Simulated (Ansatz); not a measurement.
Relaxation of a randomly generated symmetric cell of SnSe (space group No. 5); 6 atoms in the cell, which starts as C2 (No. 5), mS12; a = 6.1054 Å, b = 9.2131 Å, c = 7.0045 Å, α = 90.00°, β = 99.68°, γ = 90.00°. Computed with r2SCAN (plane waves to 500 eV, PAW, scalar-relativistic; Ansatz, a program for electronic structure). Γ-centred k-mesh 5×5×4 on the run's cell (coarser than for final values), Fermi–Dirac smearing 0.05 eV. This is the first round of the run. 

The optimiser's lines from the output (shortened; P is positive under compression):

```
relax step   1: F+E_penalty+E_count = -34532.52158307 eV  Δ(F+E_penalty+E_count) = +0.000e0 eV  max|allowed force component| = 1.058e1 eV/Å  Δτ_max = 0.0000 Å  P = +38.062 GPa  Ω = 194.195 Å³  (10 SCF iters, dr2 threshold 1.00e-7 eV, accepted)
relax step   2: F+E_penalty+E_count = -34542.20785387 eV  Δ(F+E_penalty+E_count) = -9.686e0 eV  max|allowed force component| = 4.391e0 eV/Å  Δτ_max = 0.1950 Å  P = +15.797 GPa  Ω = 207.433 Å³  (8 SCF iters, dr2 threshold 6.00e-7 eV, accepted)
relax step   3: F+E_penalty+E_count = -34545.78530196 eV  Δ(F+E_penalty+E_count) = -3.577e0 eV  max|allowed force component| = 3.104e0 eV/Å  Δτ_max = 0.1945 Å  P = +7.319 GPa  Ω = 213.677 Å³  (8 SCF iters, dr2 threshold 6.00e-7 eV, accepted)
relax step   4: F+E_penalty+E_count = -34547.54023780 eV  Δ(F+E_penalty+E_count) = -1.755e0 eV  max|allowed force component| = 2.162e0 eV/Å  Δτ_max = 0.1949 Å  P = +2.948 GPa  Ω = 218.088 Å³  (8 SCF iters, dr2 threshold 6.00e-7 eV, accepted)
relax step   5: F+E_penalty+E_count = -34548.92970484 eV  Δ(F+E_penalty+E_count) = -1.389e0 eV  max|allowed force component| = 2.285e0 eV/Å  Δτ_max = 0.2000 Å  P = +0.464 GPa  Ω = 225.981 Å³  (8 SCF iters, dr2 threshold 6.00e-7 eV, accepted)
relax step   6: F+E_penalty+E_count = -34550.09267293 eV  Δ(F+E_penalty+E_count) = -1.163e0 eV  max|allowed force component| = 2.018e0 eV/Å  Δτ_max = 0.1922 Å  P = -0.679 GPa  Ω = 232.637 Å³  (9 SCF iters, dr2 threshold 6.00e-7 eV, accepted)
relax step   7: F+E_penalty+E_count = -34550.89295934 eV  Δ(F+E_penalty+E_count) = -8.003e-1 eV  max|allowed force component| = 1.277e0 eV/Å  Δτ_max = 0.1441 Å  P = -0.848 GPa  Ω = 244.298 Å³  (8 SCF iters, dr2 threshold 6.00e-7 eV, accepted)
relax step   8: F+E_penalty+E_count = -34551.27524718 eV  Δ(F+E_penalty+E_count) = -3.823e-1 eV  max|allowed force component| = 4.394e-1 eV/Å  Δτ_max = 0.1981 Å  P = -0.412 GPa  Ω = 255.226 Å³  (8 SCF iters, dr2 threshold 6.00e-7 eV, accepted)
relax step   9: F+E_penalty+E_count = -34551.44135544 eV  Δ(F+E_penalty+E_count) = -1.661e-1 eV  max|allowed force component| = 2.978e-1 eV/Å  Δτ_max = 0.2000 Å  P = -0.423 GPa  Ω = 249.737 Å³  (9 SCF iters, dr2 threshold 6.00e-7 eV, accepted)
relax step  10: F+E_penalty+E_count = -34551.44967260 eV  Δ(F+E_penalty+E_count) = -8.317e-3 eV  max|allowed force component| = 5.572e-1 eV/Å  Δτ_max = 0.0982 Å  P = -0.308 GPa  Ω = 248.510 Å³  (8 SCF iters, dr2 threshold 6.00e-7 eV, accepted)
relax step  11: F+E_penalty+E_count = -34551.57057769 eV  Δ(F+E_penalty+E_count) = -1.209e-1 eV  max|allowed force component| = 1.894e-1 eV/Å  Δτ_max = 0.2000 Å  P = +0.005 GPa  Ω = 240.442 Å³  (9 SCF iters, dr2 threshold 6.00e-7 eV, accepted)
relax step  12: F+E_penalty+E_count = -34551.62294173 eV  Δ(F+E_penalty+E_count) = -5.236e-2 eV  max|allowed force component| = 1.692e-1 eV/Å  Δτ_max = 0.1969 Å  P = -0.078 GPa  Ω = 234.968 Å³  (8 SCF iters, dr2 threshold 6.00e-7 eV, accepted)
relax step  13: F+E_penalty+E_count = -34551.65449043 eV  Δ(F+E_penalty+E_count) = -3.155e-2 eV  max|allowed force component| = 5.653e-2 eV/Å  Δτ_max = 0.1218 Å  P = -0.070 GPa  Ω = 237.324 Å³  (8 SCF iters, dr2 threshold 6.00e-7 eV, accepted)
relax step  14: F+E_penalty+E_count = -34551.65237305 eV  Δ(F+E_penalty+E_count) = +2.117e-3 eV  max|allowed force component| = 1.265e-1 eV/Å  Δτ_max = 0.0896 Å  P = +0.014 GPa  Ω = 235.062 Å³  (8 SCF iters, dr2 threshold 2.00e-7 eV, rejected (line search))
relax step  15: F+E_penalty+E_count = -34551.65940479 eV  Δ(F+E_penalty+E_count) = -4.914e-3 eV  max|allowed force component| = 2.089e-2 eV/Å  Δτ_max = 0.0611 Å  P = -0.042 GPa  Ω = 236.866 Å³  (12 SCF iters, accepted)
relax step  16: F+E_penalty+E_count = -34551.65976062 eV  Δ(F+E_penalty+E_count) = -3.558e-4 eV  max|allowed force component| = 2.083e-2 eV/Å  Δτ_max = 0.0087 Å  P = +0.003 GPa  Ω = 235.805 Å³  (7 SCF iters, dr2 threshold 2.88e-8 eV, accepted)
relax step  17: F+E_penalty+E_count = -34551.66009437 eV  Δ(F+E_penalty+E_count) = -3.338e-4 eV  max|allowed force component| = 1.288e-3 eV/Å  Δτ_max = 0.0039 Å  P = +0.001 GPa  Ω = 236.126 Å³  (6 SCF iters, dr2 threshold 2.71e-8 eV, accepted)
relax step  18: F+E_penalty+E_count = -34551.66258478 eV  Δ(F+E_penalty+E_count) = -2.490e-3 eV  max|allowed force component| = 1.155e-3 eV/Å  Δτ_max = 0.0000 Å  P = -0.001 GPa  Ω = 236.126 Å³  stress off target by 6.09e-3 GPa  SCF on the basis re-selected at this cell (its energy is not comparable with the rows above)  (10 SCF iters)
```

From the first to the last row the energy changes by -3.19 eV/atom and the volume by +21.6 %. The last row is marked as not comparable with the walk above it, whose basis was carried along; it does compare with step 1, since both stand on a basis selected at the nominal cutoff for their own cell.

Step 14 was rejected by the optimiser.

Later rounds, restarted from the end of this one on a renewed k-mesh, logged 6 more steps and released under 0.01 eV/atom more. The final structure after all rounds: C2 (No. 5), mS12; a = 6.772 Å, b = 10.778 Å, c = 6.622 Å, α = γ = 90.00°, β = 102.31°. Between re-selections the logged energies stand on a plane-wave basis carried along with the cell. No spin polarisation in the result.

The run could not lose the symmetry of its start: the end is stationary, and may be a saddle point rather than a minimum.

The relaxed structure here is a generated cell of SnSe: the first start was made by a random draw of sites in a space group, and the end was not matched to a known phase here, so it may be hypothetical. Known forms of SnSe include space group No. 62.
